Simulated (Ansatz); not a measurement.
LiBr:
```
CELL_PARAMETERS angstrom
      0.00000     2.70550     2.70550
      2.70550     0.00000     2.70550
      2.70550     2.70550     0.00000
ATOMIC_POSITIONS crystal
  Li 0.00000 0.00000 0.00000
  Br 0.50000 0.50000 0.50000
```

Relaxed with PBEsol. Special points in fractions of this cell's reciprocal vectors: Γ (0.000, 0.000, 0.000); X (0.500, 0.000, 0.500); U (0.625, 0.250, 0.625); K (0.375, 0.375, 0.750); L (0.500, 0.500, 0.500); W (0.500, 0.250, 0.750).

Q: List the band energies nearest the valence-band maximum at these points for PBEsol with spin–orbit coupling in the plane-wave PAW code Ansatz.

A: In eV from the valence-band maximum; about four levels below and three above (degenerate sets whole), none deeper than 8.9 eV; points with the same levels are listed once.

```csv
k,below,above
Γ,0.00 0.00 0.00 0.00,4.81 4.81 10.25 10.25 10.25 10.25
X,-1.57 -1.57 -1.29 -1.29,6.04 6.04 6.68 6.68
U,-2.21 -2.21 -1.11 -1.11,6.38 6.38 8.55 8.55
L,-0.64 -0.64 -0.30 -0.30,5.30 5.30 7.86 7.86
W,-2.43 -2.43 -1.41 -1.41,7.93 7.93 8.40 8.40
```

Space group Fm-3m (rock salt). Symmetry was held in the PBEsol relaxation.

Potentials: the later of the program's two PAW sets.
